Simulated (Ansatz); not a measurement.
CaZn$_{2}$Sb$_{2}$:
```yaml
crystal:
  lattice:
    - [4.44050, 0.00000, 0.00000]
    - [-2.22025, 3.84558, 0.00000]
    - [0.00000, 0.00000, 7.46149]
  atoms:
    - { symbol: Zn, position: [0.33333, 0.66667, 0.63191] }
    - { symbol: Zn, position: [0.66667, 0.33333, 0.36809] }
    - { symbol: Ca, position: [0.00000, 0.00000, 0.00000] }
    - { symbol: Sb, position: [0.33333, 0.66667, 0.25871] }
    - { symbol: Sb, position: [0.66667, 0.33333, 0.74129] }
```

Relaxed with r²SCAN.

### Question
Map the electron localisation function on the plane through (0.333, 0.667, 0.632) spanned by u = [0, 0, 1] and v = [1, -1, 0] in lattice vectors, from DFT-r²SCAN in the program Ansatz with PAW potentials.

### Answer
x is the fraction of u, y of v (the angle between them is 90°; rows are the nearest grid lines); atoms in the plane: Zn at (0.00, 0.00), Zn at (0.74, 0.33), Ca at (0.37, 0.67), Sb at (0.63, 0.00), Sb at (0.11, 0.33).
```
|00002221100012578753100000134563210000|
|00012222100002578764310000234664211000|
|01122222100001468875432112345664212110|
|22222221100000024677654444456543211122|
|22222211000001100024677666554321111112|
|11111110000246652101356555432110000111|
|00000000027999999830001111100000000000|
|00000000169998899972000000000000000000|
|00000000169998899972000000000000000000|
|00111100038999999840000000000000000000|
|23445542101367774100001111111000000122|
|45566666410012210000011222211110011234|
|65544556776310000001122222221111123556|
|54433445678742000001122222222211234665|
|33100013457875210001122221000011235653|
|31000001356886310001122210000001236643|
|31000001356886310001122210000001236643|
|43210123467875210011222221000111235654|
|65444445677752111245555432222212235666|
|66666667777531112466777765433222234566|
|22345666553211246787654445666653222222|
|01122233211001468865431112345664211110|
|00012222110002578764310000234664211000|
|00002221100012578753100000134563210000|
```
Scale: ten equal steps from 0.000 (start of '0') to 0.865 (end of '9'), in the order '0123456789'; x runs from 0.000 to 1.00, y from 0.000 (bottom) to 1.00 (top).

The density is the valence pseudo-density with augmentation charge, so density and ELF within about 1 Å of a nucleus are not all-electron values.

Space group P-3m1. The workflow started from an entry of the Crystallography Open Database (COD). Whether it is the stable phase at ambient conditions was not checked. Symmetry was held in the r²SCAN relaxation; whether a distortion lowers the energy is not shown. Scalar-relativistic: spin–orbit coupling is off unless named, which matters more the heavier the elements.

Potentials: the later of the program's two PAW sets.
